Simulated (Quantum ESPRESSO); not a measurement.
## Ge6PB (input and log of a self-consistent run)

Simulated, not a measurement. The program is pw.x of Quantum ESPRESSO 7.5 (plane-wave density functional theory). The cell is made up: 8 atoms on a zincblende/diamond lattice, with randomly drawn elements, strain and displacements, not relaxed. PseudoDojo standard norm-conserving files (v0.5 for PBE, v0.4.1 for LDA and PBEsol) set the functional; there is no spin polarisation, spin-orbit coupling or dispersion term, and the masses in the input are unused placeholders.

Input:

```
&control calculation='scf', pseudo_dir='./dojo.nc.sr.pbe.v0_5.standard.upf', outdir='./o', disk_io='medium', tprnfor=.true., tstress=.true. /
&system ibrav=0, nat=8, ntyp=3, nbnd=56, ecutwfc=77.98206166, nosym=.true., tot_charge=0,
 occupations='smearing', smearing='fd', degauss=0.0073498644
/
&electrons conv_thr=7.350e-09, electron_maxstep=60, /
ATOMIC_SPECIES
B 1.0 B.upf
Ge 1.0 Ge.upf
P 1.0 P.upf
CELL_PARAMETERS angstrom
5.7212 -0.0093 -0.0218
-0.0093 5.8257 0.0076
-0.0218 0.0076 5.7265
ATOMIC_POSITIONS angstrom
Ge 0.0141 0.0671 -0.0284
Ge 0.0182 2.8673 2.8258
P 2.8644 0.0444 2.8842
Ge 2.7722 2.8646 0.0791
Ge 1.3751 1.3959 1.4152
Ge 1.4598 4.4343 4.3279
Ge 4.3232 1.5561 4.3107
B 4.3213 4.3505 1.4414
K_POINTS automatic
6 6 6 1 1 1
```

The log is shortened where brackets say so; the opening notice, blank lines, dates and the lines on written files are dropped, and the path of the files is cut. It prints rydbergs, bohrs and kilobars, and counts compression as positive stress.

```
     Program PWSCF v.7.5
     Parallel version (MPI & OpenMP), running on       1 processor cores
     Number of MPI processes:                 1
     Threads/MPI process:                     1
     [start-up lines left out]
     bravais-lattice index     =            0
     lattice parameter (alat)  =      10.8116  a.u.
     unit-cell volume          =    1287.9913 (a.u.)^3
     number of atoms/cell      =            8
     number of atomic types    =            3
     number of electrons       =        92.00
     number of Kohn-Sham states=           56
     kinetic-energy cutoff     =      77.9821  Ry
     charge density cutoff     =     311.9282  Ry
     scf convergence threshold =      7.3E-09
     mixing beta               =       0.7000
     number of iterations used =            8  plain     mixing
     Exchange-correlation= PBE
                           (   1   4   3   4   0   0   0)
     [axes and pseudopotential details left out]
   Cartesian axes
     site n.     atom                  positions (alat units)
         1        Ge     tau(   1) = (   0.0024645   0.0117282  -0.0049640  )
         2        Ge     tau(   2) = (   0.0031811   0.5011668   0.4939131  )
         3        P      tau(   3) = (   0.5006599   0.0077605   0.5041207  )
         4        Ge     tau(   4) = (   0.4845445   0.5006949   0.0138257  )
         5        Ge     tau(   5) = (   0.2403496   0.2439852   0.2473586  )
         6        Ge     tau(   6) = (   0.2551541   0.7750580   0.7564607  )
         7        Ge     tau(   7) = (   0.7556392   0.2719861   0.7534543  )
         8        B      tau(   8) = (   0.7553071   0.7604109   0.2519380  )
     number of k points=   108  Fermi-Dirac smearing, width (Ry)=  0.0073
     Number of k-points >= 100: set verbosity='high' to print them.
     Dense  grid:   119819 G-vectors     FFT dimensions: (  64,  64,  64)
     Estimated max dynamical RAM per process >     174.69 MB
     Initial potential from superposition of free atoms
     starting charge      91.9947, renormalised to      92.0000
     Starting wfcs are   62 randomized atomic wfcs
     total cpu time spent up to now is       81.5 secs
     per-process dynamical memory:    98.1 Mb
     Self-consistent Calculation
     iteration #  1     ecut=    77.98 Ry     beta= 0.70
     Davidson diagonalization with overlap
     ethr =  1.00E-02,  avg # of iterations =  3.2
     Threshold (ethr) on eigenvalues was too large:
     Diagonalizing with lowered threshold
     Davidson diagonalization with overlap
     ethr =  1.83E-04,  avg # of iterations =  5.9
     total cpu time spent up to now is      452.4 secs
     total energy              =   -1091.32741488 Ry
     estimated scf accuracy    <       0.17375891 Ry
     iteration #  2     ecut=    77.98 Ry     beta= 0.70
     Davidson diagonalization with overlap
     ethr =  1.89E-04,  avg # of iterations =  7.0
     total cpu time spent up to now is      618.5 secs
     total energy              =   -1091.30961250 Ry
     estimated scf accuracy    <       0.24420166 Ry
     iteration #  3     ecut=    77.98 Ry     beta= 0.70
     Davidson diagonalization with overlap
     ethr =  1.89E-04,  avg # of iterations =  3.9
     total cpu time spent up to now is      788.8 secs
     total energy              =   -1091.36603301 Ry
     estimated scf accuracy    <       0.02385779 Ry
     iteration #  4     ecut=    77.98 Ry     beta= 0.70
     Davidson diagonalization with overlap
     ethr =  2.59E-05,  avg # of iterations =  4.2
     total cpu time spent up to now is      940.0 secs
     total energy              =   -1091.36912390 Ry
     estimated scf accuracy    <       0.00116079 Ry
     iteration #  5     ecut=    77.98 Ry     beta= 0.70
     Davidson diagonalization with overlap
     ethr =  1.26E-06,  avg # of iterations =  8.0
     total cpu time spent up to now is     1129.3 secs
     total energy              =   -1091.36940363 Ry
     estimated scf accuracy    <       0.00018081 Ry
     iteration #  6     ecut=    77.98 Ry     beta= 0.70
     Davidson diagonalization with overlap
     ethr =  1.97E-07,  avg # of iterations =  2.3
     total cpu time spent up to now is     1237.9 secs
     total energy              =   -1091.36945083 Ry
     estimated scf accuracy    <       0.00002692 Ry
     iteration #  7     ecut=    77.98 Ry     beta= 0.70
     Davidson diagonalization with overlap
     ethr =  2.93E-08,  avg # of iterations =  2.0
     total cpu time spent up to now is     1352.1 secs
     total energy              =   -1091.36945585 Ry
     estimated scf accuracy    <       0.00000312 Ry
     iteration #  8     ecut=    77.98 Ry     beta= 0.70
     Davidson diagonalization with overlap
     ethr =  3.39E-09,  avg # of iterations =  2.4
     total cpu time spent up to now is     1535.9 secs
     total energy              =   -1091.36945666 Ry
     estimated scf accuracy    <       0.00000022 Ry
     iteration #  9     ecut=    77.98 Ry     beta= 0.70
     Davidson diagonalization with overlap
     ethr =  2.38E-10,  avg # of iterations =  3.9
     total cpu time spent up to now is     1700.5 secs
     total energy              =   -1091.36945673 Ry
     estimated scf accuracy    <       0.00000001 Ry
     iteration # 10     ecut=    77.98 Ry     beta= 0.70
     Davidson diagonalization with overlap
     ethr =  1.59E-11,  avg # of iterations =  3.6
     total cpu time spent up to now is     1851.9 secs
     End of self-consistent calculation
     Number of k-points >= 100: set verbosity='high' to print the bands.
     the Fermi energy is     7.1451 ev
!    total energy              =   -1091.36945673 Ry
     estimated scf accuracy    <          5.2E-09 Ry
     smearing contrib. (-TS)   =      -0.00172541 Ry
     internal energy E=F+TS    =   -1091.36773132 Ry
     The total energy is F=E-TS. E is the sum of the following terms:
     one-electron contribution =    -652.63398195 Ry
     hartree contribution      =     380.60081217 Ry
     xc contribution           =    -267.74055354 Ry
     ewald contribution        =    -551.59400800 Ry
     convergence has been achieved in  10 iterations
     Forces acting on atoms (cartesian axes, Ry/au):
     atom    1 type  2   force =    -0.05642165   -0.07892689    0.03411162
     atom    2 type  2   force =    -0.03659143    0.08139628   -0.02800765
     atom    3 type  3   force =     0.04130210   -0.03647580   -0.02931114
     atom    4 type  2   force =     0.07341588    0.06272291    0.02143892
     atom    5 type  2   force =     0.02175212   -0.00121082    0.03021051
     atom    6 type  2   force =    -0.00964345   -0.01094796   -0.01645797
     atom    7 type  2   force =    -0.03383622   -0.00808097   -0.00208120
     atom    8 type  1   force =     0.00002264   -0.00847677   -0.00990309
     Total force =     0.190420     Total SCF correction =     0.000430
     Computing stress (Cartesian axis) and pressure
          total   stress  (Ry/bohr**3)                   (kbar)     P=      -56.31
  -0.00036212   0.00000774  -0.00002492          -53.27        1.14       -3.67
   0.00000774  -0.00044439   0.00000281            1.14      -65.37        0.41
  -0.00002492   0.00000281  -0.00034182           -3.67        0.41      -50.28
     init_run     :     49.17s CPU     81.39s WALL (       1 calls)
     electrons    :   1488.02s CPU   1770.59s WALL (       1 calls)
     forces       :     15.40s CPU     15.63s WALL (       1 calls)
     stress       :     50.27s CPU     50.47s WALL (       1 calls)
     [timing details left out]
     PWSCF        :  26m44.85s CPU  32m 9.59s WALL
     JOB DONE.
```

In other units: free energy -14848.838 eV for the cell, pressure -5.63 GPa, largest force component 2.093 eV/Å. A rerun of a related cell, with the same atoms placed differently, at 1347 eV and a 8 x 8 x 8 mesh moved values by no more than 0.002 eV in energy, 0.02 GPa in stress and 0.013 eV/Å in force.